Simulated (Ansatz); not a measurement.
HfO2:
```
HfO2
1.0
    3.22967     0.00000     0.00000
   -1.61483     2.79697     0.00000
    0.00000     0.00000     4.67779
Hf O
1 2
Cartesian
  0.00000   0.00000   0.00000
  0.00000   1.86465   0.95906
  1.61483   0.93232   3.71873
```

r²SCAN+D4 in the plane-wave PAW code Ansatz gives a gap of 5.05 eV without spin–orbit coupling, maximum on the K–Γ line, 64 % of the way from K, minimum at K.

Q: What happens when spin–orbit coupling is switched on?

A: The gap is nearly the same, to 5.05 eV; maximum on the K–Γ line, 64 % of the way from K, minimum at K.

Q: Give the electron effective mass with spin–orbit coupling.

A: 1.0, 1.2, 1.2 mₑ (principal values).

Q: Give the hole effective mass with spin–orbit coupling.

A: 1.9, 2.4, 3.2 mₑ (principal values).

Space group P-3m1 (CdI2 type). The cell is a constructed one: a structure type filled with these elements; neither database checked (COD, Materials Project) lists it. It is not the phase usual at ambient conditions (space group No. 14, 29). The r²SCAN+D4 relaxation kept the symmetry of its start; whether a distortion lowers the energy is not shown. The run is not spin-polarised.

Potentials: the earlier of the program's two PAW sets.
